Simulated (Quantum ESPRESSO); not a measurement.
```cif
data_AgCl
_chemical_formula_sum 'Cl1 Ag1'
_space_group_name_H-M_alt 'P 1'
_space_group_IT_number 1
_cell_length_a 3.85204
_cell_length_b 3.85204
_cell_length_c 3.85204
_cell_angle_alpha 60.000
_cell_angle_beta 60.000
_cell_angle_gamma 60.000
loop_
_space_group_symop_operation_xyz
  'x, y, z'
loop_
_atom_site_label
_atom_site_type_symbol
_atom_site_fract_x
_atom_site_fract_y
_atom_site_fract_z
_atom_site_occupancy
Cl1 Cl 0.50000 0.50000 0.50000 1
Ag1 Ag 0.00000 0.00000 0.00000 1
```

Cell and atoms were relaxed with PBEsol from Materials Project entry mp-22922, within its symmetry.

Problem. What does PBEsol (Quantum ESPRESSO, PseudoDojo norm-conserving, 82 Ry, with spin-orbit coupling) give for the electronic structure near the Fermi level?

Solution. The PBEsol gap is indirect, 0.69 eV, from L to Γ; the smallest direct gap is 3.00 eV.
